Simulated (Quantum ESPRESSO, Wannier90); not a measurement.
# Wannier functions of TePb2S (R-3m)

Cell from Materials Project (mp-1217283), symmetrised, no further relaxation. Not found in the COD (Crystallography Open Database) copy used; not checked further. Level: LDA, no spin polarisation, no spin-orbit coupling; pw.x of Quantum ESPRESSO at 66 Ry with PseudoDojo potentials, 8×8×8 k-points, Wannier90. Density: 8×8×8 mesh, Gaussian smearing 0.01 Ry. Spin-orbit coupling is left out although heavy elements are present.

```
begin unit_cell_cart
ang
   -2.2219750881    3.8485737457    0.0000000000
   -4.4439501762    0.0000000000    0.0000000000
   -2.2219750881    1.2828579152    7.2598900000
end unit_cell_cart
mp_grid = 8 8 8
```

### Question
Which shells of neighbouring k-points and which b-vectors and weights does Wannier90 pick for this cell and mesh?

### Answer
```
 *---------------------------------- K-MESH ----------------------------------*
 +----------------------------------------------------------------------------+
 |                    Distance to Nearest-Neighbour Shells                    |
 |                    ------------------------------------                    |
 |          Shell             Distance (Ang^-1)          Multiplicity         |
 |          -----             -----------------          ------------         |
 |             1                   0.108183                      2            |
 |             2                   0.207237                      6            |
 |             3                   0.216366                      2            |
 |             4                   0.216445                      6            |
 |             5                   0.249906                      6            |
 |             6                   0.272317                      6            |
 |             7                   0.324550                      2            |
 |             8                   0.324602                      6            |
       ... (lines left out)
 +----------------------------------------------------------------------------+
 | The b-vectors are chosen automatically                                     |
 | The following shells are used:                       1,  2                 |
 +----------------------------------------------------------------------------+
 |                        Shell   # Nearest-Neighbours                        |
 |                        -----   --------------------                        |
 |                          1               2                                 |
 |                          2               6                                 |
 +----------------------------------------------------------------------------+
 | Completeness relation is fully satisfied [Eq. (B1), PRB 56, 12847 (1997)]  |
 +----------------------------------------------------------------------------+
 |                  b_k Vectors (Ang^-1) and Weights (Ang^2)                  |
 |                  ----------------------------------------                  |
 |            No.         b_k(x)      b_k(y)      b_k(z)        w_b           |
 |            ---        --------------------------------     --------        |
 |             1         0.000000    0.000000    0.108183    40.053929        |
 |             2         0.000000    0.000000   -0.108183    40.053929        |
 |             3        -0.176734   -0.102038   -0.036061     8.003844        |
 |             4         0.000000    0.204075   -0.036061     8.003844        |
 |             5        -0.176734    0.102038    0.036061     8.003844        |
 |             6         0.176734    0.102038    0.036061     8.003844        |
 |             7         0.000000   -0.204075    0.036061     8.003844        |
 |             8         0.176734   -0.102038   -0.036061     8.003844        |
```
